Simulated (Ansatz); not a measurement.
Method: DFT PBE, scalar-relativistic, plane waves, PAW in Ansatz 0.2.0. All cells share a 420 eV cutoff and Γ-centred k meshes spaced about 0.3 Å⁻¹ or finer (0.25 for metals, 2π included). No spin polarisation.

These relaxed cells of Be3TeSe2 all derive from the zinc-blende structure, more or less distorted, and differ in how Te and Se are arranged on its sites.

Cell 1.

```cif
data_structure
_symmetry_space_group_name_H-M 'P3m1'
_symmetry_Int_Tables_number 156
_cell_length_a 3.7836
_cell_length_b 3.7836
_cell_length_c 9.2587
_cell_angle_alpha 90.000
_cell_angle_beta 90.000
_cell_angle_gamma 120.000
_cell_volume 114.79
loop_
_atom_site_label
_atom_site_type_symbol
_atom_site_symmetry_multiplicity
_atom_site_Wyckoff_symbol
_atom_site_fract_x
_atom_site_fract_y
_atom_site_fract_z
_atom_site_occupancy
Be1 Be 1 c 0.66667 0.33333 0.90084 1
Be2 Be 1 a 0.00000 0.00000 0.26490 1
Be3 Be 1 b 0.33333 0.66667 0.58334 1
Te1 Te 1 a 0.00000 0.00000 0.00026 1
Se1 Se 1 c 0.66667 0.33333 0.65986 1
Se2 Se 1 b 0.33333 0.66667 0.34079 1
```

Cell 2.

```cif
data_structure
_symmetry_space_group_name_H-M 'I-4m2'
_symmetry_Int_Tables_number 119
_cell_length_a 3.7833
_cell_length_b 3.7833
_cell_length_c 15.9981
_cell_angle_alpha 90.000
_cell_angle_beta 90.000
_cell_angle_gamma 90.000
_cell_volume 228.99
loop_
_atom_site_label
_atom_site_type_symbol
_atom_site_symmetry_multiplicity
_atom_site_Wyckoff_symbol
_atom_site_fract_x
_atom_site_fract_y
_atom_site_fract_z
_atom_site_occupancy
Be1 Be 2 c 0.00000 0.50000 0.25000 1
Be2 Be 4 f 0.50000 0.00000 0.09264 1
Te1 Te 2 a 0.00000 0.00000 0.00000 1
Se1 Se 4 e 0.50000 0.50000 0.17117 1
```

Cell 3.

```cif
data_structure
_symmetry_space_group_name_H-M 'Imm2'
_symmetry_Int_Tables_number 44
_cell_length_a 3.7824
_cell_length_b 11.3349
_cell_length_c 5.3345
_cell_angle_alpha 90.000
_cell_angle_beta 90.000
_cell_angle_gamma 90.000
_cell_volume 228.71
loop_
_atom_site_label
_atom_site_type_symbol
_atom_site_symmetry_multiplicity
_atom_site_Wyckoff_symbol
_atom_site_fract_x
_atom_site_fract_y
_atom_site_fract_z
_atom_site_occupancy
Be1 Be 4 d 0.00000 0.17630 0.26295 1
Be2 Be 2 b 0.50000 0.00000 0.72305 1
Te1 Te 2 a 0.00000 0.00000 0.00038 1
Se1 Se 4 d 0.00000 0.33117 0.00033 1
```

**Question.** Rank the orderings by energy per atom.

**Answer.** Cell 3 (Imm2) is lowest; cell 2 (I-4m2) lies 6 meV/atom higher and cell 1 (P3m1) lies 12 meV/atom higher. Cell 3, 19.1 Å³/atom, gap 2.06 eV on its mesh: Be on a site of symmetry m is surrounded by 3 Se at 2.25–2.28 Å and 1 Te at 2.44 Å; around Be on a site of symmetry mm2 lie 2 Se at 2.25 Å and 2 Te at 2.40 Å; around Te lie 4 Be at 2.40–2.44 Å; Se has 4 Be at 2.25–2.28 Å. Cell 2, 19.1 Å³/atom, gap 2.18 eV on its mesh: around Be on a site of symmetry -4m2 lie 4 Se at 2.27 Å; around Be on a site of symmetry 2mm lie 2 Se at 2.27 Å and 2 Te at 2.40 Å; around Te lie 4 Be at 2.40 Å; around Se lie 4 Be at 2.27 Å. Cell 1, 19.1 Å³/atom, gap 1.76 eV on its mesh: around Be on its first site lie 1 Se at 2.23 Å and 3 Te at 2.37 Å; Be on its second site is surrounded by 3 Se at 2.29 Å and 1 Te at 2.45 Å; Te is surrounded by 4 Be at 2.37–2.45 Å; Se on its first site is surrounded by 4 Be at 2.23–2.30 Å; 2 more sites not described.

These runs have no spin–orbit coupling, which can matter for Te. Kohn–Sham gaps at this level usually fall short of measured ones. The missing spin–orbit coupling can work the other way here. With atoms moved at random, cell 3 came back. Cell 1 and cell 2 had no clear such test and can be saddle points. Other orderings may lie lower. Some structure types and database cells were kept out of the candidates from the start, so a known form may be missing.
